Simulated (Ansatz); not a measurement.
**Phonon spectrum of AlIn$_{3}$Sb$_{4}$**

Level of theory: DFT PBE, scalar-relativistic, plane waves, PAW (Ansatz 0.2.0). Plane waves to 420 eV; Γ-centred k mesh 8×8×4; Fermi-Dirac smearing of 0.15 eV. No spin polarisation. Phonons by linear response, acoustic sum rule imposed.

Equilibrium structure at this level:
```
CELL_PARAMETERS angstrom
4.61470 0.00000 0.00000
0.00000 4.61470 0.00000
0.00000 0.00000 13.07711
ATOMIC_POSITIONS crystal
Al 0.50000 0.50000 0.00000
In 0.00000 0.00000 0.75772
In 0.00000 0.00000 0.24228
In 0.50000 0.50000 0.50000
Sb 0.50000 0.00000 0.88761
Sb 0.00000 0.50000 0.11239
Sb 0.50000 0.00000 0.37108
Sb 0.00000 0.50000 0.62892
```

It was reached by relaxing an invented guess, and it needn't be the stable form of this composition. In a metal, frequencies and elastic constants depend on the k mesh and the smearing, soft modes and shear constants most. Some empty bands missed the eigensolver's threshold. Spin–orbit coupling is left out, which matters for heavy elements.

Force constants from linear response on a 2×2×1 q mesh.

Q: Is the structure dynamically stable on this mesh?

A: Yes, on this mesh: no mode is imaginary. Between the mesh points the interpolation dips to 12i cm⁻¹.

Q: Give the frequencies (cm⁻¹; i marks imaginary ones) at the irreducible q points, in fractions of the reciprocal vectors.

A:
| q | star | frequencies |
| --- | --- | --- |
| 0.000 0.000 0.000 | 1 | 0 0 0 37 37 38 38 52 52 79 87 136 153 160 160 162 162 166 166 170 173 268 268 291 |
| 0.000 -0.500 0.000 | 2 | 33 33 35 36 40 53 57 62 101 102 128 128 148 149 152 161 163 164 164 169 171 268 272 272 |
| -0.500 -0.500 0.000 | 1 | 38 41 42 42 51 64 64 79 123 124 133 133 136 137 153 153 163 163 164 167 171 239 274 274 |
